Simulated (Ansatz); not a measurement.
Si2W (fluorite or antifluorite type, Fm-3m), r²SCAN (plane waves, PAW; program Ansatz), all energies at zero smearing, with the estimated change up to a 700 eV cutoff added, with one set of potentials and settings (totals compare only within such a set). Cell of 3 atoms (1 W, 2 Si): -11673.634 eV.

| element | reference phase | E (eV/atom) |
|---|---|---|
| W | Im-3m, 1 atoms in the cell | -10397.2967 |
| Si | Fd-3m, 2 atoms in the cell | -639.0667 |

Formation energy per atom, worked out: (-11673.634 − 1×(-10397.2967) − 2×(-639.0667))/3 = 0.599 eV/atom (58 kJ per mol of atoms), at 0 K, without zero-point energy or fitted corrections.

The cell is a constructed one: a structure type filled with these elements; neither database checked (COD, Materials Project) lists it. It is not the phase usual at ambient conditions (space group No. 139). The r²SCAN relaxation kept the symmetry of its start. At this level the phase is mechanically unstable. No spin polarisation was allowed. The references are the lowest solids computed at this level, not always the standard phases. Scalar-relativistic: spin–orbit coupling is off unless named, which matters more the heavier the elements.

Potentials: the later of the program's two PAW sets.
